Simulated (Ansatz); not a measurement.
CdO:
```
CdO
1.0
    6.28845     0.00000     0.00000
    0.00000     6.28845     0.00000
    0.00000     0.00000     6.28845
Cd O
6 6
Direct
  0.25000   0.00000   0.50000
  0.50000   0.25000   0.00000
  0.50000   0.75000   0.00000
  0.75000   0.00000   0.50000
  0.00000   0.50000   0.75000
  0.00000   0.50000   0.25000
  0.25000   0.50000   0.00000
  0.00000   0.25000   0.50000
  0.00000   0.75000   0.50000
  0.75000   0.50000   0.00000
  0.50000   0.00000   0.75000
  0.50000   0.00000   0.25000
```

Relaxed with PBE.

### Question
Which orbitals make up the states near the band edges in PBE in the plane-wave PAW code Ansatz?

### Answer
Top 1 eV of the valence band: O 2p 86 %, Cd 4d 11 %. Bottom 1 eV of the conduction band: Cd 5s 56 %, O 2p 28 %, O 2s 12 %. Projections are on Löwdin-orthogonalised atomic valence shells; empty p or d shells of many metals are not among them.

### Question
Tabulate the density of states.

### Answer
States/eV per cell of 12 atoms, in 0.25 eV bins, energy from the valence-band maximum.

```
E (eV)  total  Cd 4d   O 2p  Cd 5s
------  -----  -----  -----  -----
-7.30    0.00   0.00   0.00   0.00
-7.05   13.65  11.25   2.07   0.29
-6.80   21.76  18.89   2.76   0.08
-6.55   39.48  35.34   3.92   0.16
-6.30   72.79  68.31   3.96   0.40
-6.05   51.92  50.93   0.59   0.17
-5.80   30.08  28.91   0.41   0.24
-5.55   10.31   9.76   0.08   0.03
-5.30    0.00   0.00   0.00   0.00
-5.05    0.00   0.00   0.00   0.00
-4.80    0.00   0.00   0.00   0.00
-4.55    0.00   0.00   0.00   0.00
-4.30    0.00   0.00   0.00   0.00
-4.05    0.00   0.00   0.00   0.00
-3.80    0.00   0.00   0.00   0.00
-3.55    1.45   0.20   0.88   0.35
-3.30    8.56   1.20   5.23   1.94
-3.05    6.21   0.81   3.83   1.37
-2.80   12.29   1.21   7.98   2.77
-2.55    6.44   0.58   4.51   1.07
-2.30    9.39   0.80   7.20   0.80
-2.05    7.84   0.79   5.58   0.97
-1.80    6.80   0.62   5.12   0.63
-1.55   12.90   1.11  10.51   0.53
-1.30   17.72   1.44  15.04   0.40
-1.05    7.66   0.66   6.44   0.23
-0.80   14.15   1.32  12.31   0.06
-0.55   20.95   2.24  17.98   0.13
-0.30    8.36   1.01   7.12   0.03
-0.05    3.29   0.41   2.82   0.00
0.20     0.00   0.00   0.00   0.00
0.45     0.01   0.00   0.00   0.01
0.70     0.08   0.00   0.02   0.04
0.95     0.22   0.01   0.06   0.12
1.20     0.36   0.01   0.10   0.19
1.45     0.53   0.01   0.16   0.29
1.70     0.72   0.01   0.21   0.40
1.95     1.05   0.01   0.29   0.60
2.20     1.37   0.02   0.38   0.79
2.45     1.26   0.01   0.34   0.73
2.70     1.51   0.01   0.39   0.89
2.95     2.18   0.01   0.54   1.29
3.20     2.77   0.01   0.67   1.66
3.45     2.19   0.01   0.52   1.32
3.70     1.01   0.00   0.23   0.61
3.95     1.26   0.00   0.28   0.72
4.20     3.81   0.01   0.81   2.10
4.45     3.31   0.01   0.66   1.79
4.70     3.25   0.01   0.60   1.68
4.95     3.21   0.01   0.49   1.31
5.20     4.17   0.01   0.52   1.39
```

Space group Pm-3n. The start of the workflow was typed in or built on a structure type; neither database checked (COD, Materials Project) lists it. It is not the phase usual at ambient conditions (space group No. 225). The cell was relaxed with PBE under the symmetry of its start; whether a distortion lowers the energy is not shown. The volume moved by 22 % from the start of the relaxation. Scalar-relativistic: spin–orbit coupling is off unless named, which matters more the heavier the elements.

Potentials: the earlier of the program's two PAW sets.
